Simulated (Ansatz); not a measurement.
Rb2NiF6 (space group Fm-3m)

```xyz
9
Lattice="0.0000 4.2106 4.2106 4.2106 0.0000 4.2106 4.2106 4.2106 0.0000" Properties=species:S:1:pos:R:3 pbc="T T T"
Rb     6.3159     6.3159     6.3159
Rb     2.1053     2.1053     2.1053
Ni     0.0000     0.0000     0.0000
F      4.2106     6.6363     4.2106
F      4.2106     1.7849     4.2106
F      1.7849     4.2106     4.2106
F      6.6363     4.2106     4.2106
F      4.2106     4.2106     6.6363
F      4.2106     4.2106     1.7849
```

The volume is varied about the relaxed value V₀ at fixed cell shape. The atoms relax within the cell's symmetry.

Method: PBEsol (plane waves to 420 eV, PAW, scalar-relativistic; Ansatz, an electronic-structure program). k mesh 7×7×7 (Γ-centred), Fermi-Dirac smearing 0.05 eV. The energy includes the smearing's −TS. Rb2NiF6 is run without spin polarisation and with no Hubbard U. Rb2NiF6 was relaxed with its symmetry unable to fall. ΔE is measured from the relaxed starting cell.

Predict the ΔE (eV/atom) at V/V₀ = 0.840, 0.880, 0.920, 0.960, 1.040, 1.080, 1.120, 1.160.


```csv
V/V₀,ΔE (eV/atom)
0.840,0.0383
0.880,0.0194
0.920,0.0078
0.960,0.0018
1.040,0.0014
1.080,0.0054
1.120,0.0113
1.160,0.0187
```

(Under strain, the slope of the energy per volume gives the stress and its curvature an elastic modulus.)
